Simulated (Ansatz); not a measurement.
Total density of states per atom from the program Ansatz at the r²SCAN level (PAW), in 0.25 eV bins, energy from the Fermi level:

```
E (eV) | states/eV/atom
    -7.85 | ## 0.21
    -7.60 | ## 0.29
    -7.35 | ## 0.25
    -7.10 | # 0.17
    -6.85 | # 0.12
    -6.60 | # 0.14
    -6.35 | # 0.15
    -6.10 | # 0.15
    -5.85 | ## 0.21
    -5.60 | ## 0.27
    -5.35 | ### 0.36
    -5.10 | ##### 0.63
    -4.85 | ##### 0.57
    -4.60 | ########## 1.27
    -4.35 | ############## 1.63
    -4.10 | ###################### 2.68
    -3.85 | ################# 2.09
    -3.60 | #################### 2.39
    -3.35 | ######################### 3.00
    -3.10 | ###################### 2.60
    -2.85 | ############################# 3.51
    -2.60 | ################### 2.27
    -2.35 | ############################## 3.63
    -2.10 | ########################## 3.18
    -1.85 | ######################### 3.05
    -1.60 | ################ 1.93
    -1.35 | #### 0.43
    -1.10 | ### 0.32
    -0.85 | ## 0.30
    -0.60 | ### 0.40
    -0.35 | ### 0.34
    -0.10 | ## 0.25
     0.15 | ## 0.26
     0.40 | ### 0.32
     0.65 | ## 0.30
     0.90 | ## 0.28
     1.15 | ## 0.26
     1.40 | ## 0.29
     1.65 | ## 0.24
     1.90 | ## 0.24
     2.15 | ## 0.24
     2.40 | ## 0.22
     2.65 | ## 0.19
     2.90 | ## 0.19
     3.15 | # 0.14
     3.40 | # 0.16
     3.65 | ## 0.23
     3.90 | ## 0.21
     4.15 | ### 0.30
     4.40 | ## 0.23
     4.65 | ## 0.19
```

Problem. Which compound is it?
A. CaO, rock salt
B. CuAu, Pm (Pearson symbol mP16)
C. Cu8O, P4/mmm (Pearson symbol tP9)
D. HfSO, P2_13 (Hf on 4a, S on 4a, O on 4a)

Solution. C, Cu8O, P4/mmm (Pearson symbol tP9). Within 0.5 eV of the Fermi level: Cu 4s 36 %, Cu 3d 35 %, O 2p 8 %, outside the projected shells 17 %. Projections are on Löwdin-orthogonalised atomic valence shells; empty p or d shells of many metals are not among them.

The start of the workflow was typed in or built on a structure type; neither database checked (COD, Materials Project) lists it. Whether it is the stable phase at ambient conditions was not checked. Symmetry was held in the r²SCAN relaxation; whether a distortion lowers the energy is not shown. The workflow began spin-polarised and lost its moments. No Hubbard U is applied. The compound may be a true metal, but semilocal functionals without U, or a wrong spin order, can also close a gap.

Potentials: the earlier of the program's two PAW sets. The files were generated under PBE; for other functionals the program regenerates the frozen cores, and for LDA and PBEsol the local potential too.
